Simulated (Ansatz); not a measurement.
BeS (wurtzite, P6_3mc), PBEsol in the plane-wave PAW code Ansatz, all energies at zero smearing, with the estimated change up to a 700 eV cutoff added, with one set of potentials and settings (totals compare only within such a set). Cell of 4 atoms (2 Be, 2 S): -1954.866 eV.

```tsv
element	reference phase	E (eV/atom)
Be	P6_3/mmc, 2 atoms in the cell	-90.3483
S	Fddd, 32 atoms in the cell	-884.8920
```

Formation energy per atom, worked out: (-1954.866 − 2×(-90.3483) − 2×(-884.8920))/4 = -1.096 eV/atom (-106 kJ per mol of atoms), at 0 K, without zero-point energy or fitted corrections.

The start of the workflow was typed in or built on a structure type; neither database checked (COD, Materials Project) lists it. COD files the formula under space group No. 216, so this cell is another polymorph or a model. Whether it is the stable phase at ambient conditions was not checked. The PBEsol relaxation kept the symmetry of its start; phonons on a q-mesh show no instability. The references are the lowest solids computed at this level, not always the standard phases.

Potentials: the later of the program's two PAW sets.
